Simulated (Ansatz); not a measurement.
Starting cell, Ti (hcp, Mg type):

```xyz
2
Lattice="2.9389 0.0000 0.0000 -1.4694 2.5451 0.0000 0.0000 0.0000 4.6500" Properties=species:S:1:pos:R:3 pbc="T T T"
Ti     0.0000     1.6967     3.4875
Ti     1.4694     0.8484     1.1625
```

In this cell atom 2 (Ti, nearest neighbour Ti at 2.878 Å; its periodic images, 2.9 Å or more away, move with it) is moved by u·(1.000, 0.000, 0.000) + v·(0.000, 1.000, 0.000); the rest is frozen.

All values below come from PBE (plane waves to 420 eV, PAW, scalar-relativistic; Ansatz, an electronic-structure program). k mesh 15×15×8 (Γ-centred), Fermi-Dirac smearing 0.05 eV. E stands for the smeared free energy. With partly filled bands, energies and forces of such displacements shift with the k mesh and the smearing. The PAW data are Ansatz's earlier set. Ti is run without spin polarisation. Ti was relaxed with its symmetry unable to fall. ΔE is measured from the undisplaced structure. Axes are in Å.

```json
[
 {"ΔE (meV/cell)": "v = -0.430", "u = -0.430": "180", "u = -0.215": "137", "u = 0.000": "122", "u = 0.215": "137", "u = 0.430": "180"},
 {"ΔE (meV/cell)": "v = -0.215", "u = -0.430": "?", "u = -0.215": "?", "u = 0.000": "35", "u = 0.215": "?", "u = 0.430": "?"},
 {"ΔE (meV/cell)": "v = 0.000", "u = -0.430": "113", "u = -0.215": "?", "u = 0.000": "0", "u = 0.215": "?", "u = 0.430": "113"},
 {"ΔE (meV/cell)": "v = 0.215", "u = -0.430": "148", "u = -0.215": "65", "u = 0.000": "?", "u = 0.215": "65", "u = 0.430": "148"},
 {"ΔE (meV/cell)": "v = 0.430", "u = -0.430": "221", "u = -0.215": "134", "u = 0.000": "109", "u = 0.215": "134", "u = 0.430": "221"}
]
```

Problem. Complete the blanks.

Solution. 
- v = -0.215, u = -0.430: 129
- v = -0.215, u = -0.215: 61
- v = -0.215, u = 0.215: 61
- v = -0.215, u = 0.430: 129
- v = 0.000, u = -0.215: 34
- v = 0.000, u = 0.215: 34
- v = 0.215, u = 0.000: 32

(For displaced atoms, the force is minus the slope of the energy, and its curvature is a force constant, which sets phonon frequencies.)
